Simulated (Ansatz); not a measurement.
Ti$_{3}$Al:
```xyz
4
Lattice="0.0000 3.1913 3.1913 3.1913 0.0000 3.1913 3.1913 3.1913 0.0000" Properties=species:S:1:pos:R:3 pbc="T T T"
Ti     4.7870     4.7870     4.7870
Ti     1.5957     1.5957     1.5957
Ti     0.0000     0.0000     0.0000
Al     3.1913     3.1913     3.1913
```
The run is spin-polarised; directions of the spins, atom by atom: 0 0 ↑ 0.

Relaxed with PBEsol.

Question: Which orbitals make up the states near the Fermi level in the program Ansatz at the PBEsol level (PAW)?

Answer: Within 0.5 eV of the Fermi level: Ti 3d 87 %, Al 3p 6 %. Projections are on Löwdin-orthogonalised atomic valence shells; empty p or d shells of many metals are not among them.

Question: Tabulate the density of states.

Answer: States/eV per cell of 4 atoms, in 0.25 eV bins, energy from the Fermi level.

```csv
E (eV),total,Ti 3d,Al 3p,Ti 4s
-7.80,0.00,0.00,0.00,0.00
-7.55,0.07,0.00,0.00,0.05
-7.30,0.21,0.00,0.00,0.13
-7.05,0.31,0.00,0.01,0.19
-6.80,0.40,0.01,0.01,0.23
-6.55,0.49,0.02,0.02,0.27
-6.30,0.59,0.03,0.03,0.31
-6.05,0.73,0.05,0.04,0.34
-5.80,0.95,0.10,0.04,0.38
-5.55,1.52,0.24,0.05,0.46
-5.30,2.12,0.53,0.04,0.34
-5.05,0.62,0.19,0.00,0.04
-4.80,0.00,0.00,0.00,0.00
-4.55,0.00,0.00,0.00,0.00
-4.30,0.02,0.00,0.01,0.01
-4.05,0.22,0.03,0.08,0.09
-3.80,0.87,0.17,0.30,0.29
-3.55,2.36,0.65,0.77,0.63
-3.30,2.30,0.73,0.74,0.52
-3.05,1.30,0.50,0.40,0.23
-2.80,1.29,0.54,0.40,0.23
-2.55,1.62,0.71,0.51,0.30
-2.30,1.94,0.94,0.58,0.33
-2.05,3.59,2.11,0.95,0.43
-1.80,4.72,2.82,1.32,0.46
-1.55,3.54,2.08,0.98,0.38
-1.30,3.37,2.53,0.45,0.28
-1.05,3.77,2.90,0.46,0.28
-0.80,3.52,2.77,0.44,0.17
-0.55,5.97,5.16,0.49,0.08
-0.30,6.61,5.67,0.49,0.09
-0.05,6.61,5.79,0.37,0.07
0.20,3.54,3.10,0.12,0.04
0.45,5.08,4.51,0.21,0.03
0.70,5.07,4.44,0.16,0.10
0.95,5.36,4.83,0.11,0.13
1.20,4.79,4.32,0.08,0.16
1.45,3.87,3.55,0.06,0.14
1.70,3.41,3.18,0.05,0.08
1.95,3.08,2.92,0.04,0.03
2.20,2.94,2.78,0.03,0.03
2.45,3.07,2.90,0.06,0.03
2.70,6.07,5.70,0.12,0.07
2.95,8.32,7.95,0.12,0.07
```

Space group Fm-3m. The workflow started from a Materials Project entry (that database holds measured and hypothetical structures alike); the Crystallography Open Database copy checked does not list it. With Ti and Al taken as one species the cell has the higher symmetry Im-3m, so it may be an ordered model of a mixed-site phase. It is not the phase usual at ambient conditions (space group No. 194). The PBEsol relaxation kept the symmetry of its start; its stability against distortions is not shown here. Magnetic state: ferromagnetic, chosen from 3 collinear starts compared on coarse meshes (ties went to the first, and starts can fall back to one state), not a proven ground state.

Potentials: the later of the program's two PAW sets.
